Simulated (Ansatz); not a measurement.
NaI (rock salt), relaxed and computed with several functionals in Ansatz (plane waves, PAW). Much of their spread follows the volume that each gives.

```csv
functional,V (Å³/atom),B₀ by P(V) fit (GPa)
r²SCAN,33.71,17.2
PBE,34.77,15.1
LDA,30.66,20.8
HSE06,34.15,?
```

Question: Fit a straight line to ln B₀ against ln V and predict the withheld value.

Answer: Least squares on the 3 shown rows: ln B₀ = -2.42 × ln V + (11.326), with a scatter of 2 %. For HSE06 this gives 16.1. The run itself gave 15.8, within the scatter.

All cells were relaxed under the symmetry of their starts (and spin orders); stability against distortions was not tested throughout. Scalar-relativistic: spin–orbit coupling is off unless named, which matters more the heavier the elements.

Potentials: the later of the program's two PAW sets.

Ansatz (a program for electronic structure) is a plane-wave DFT program.
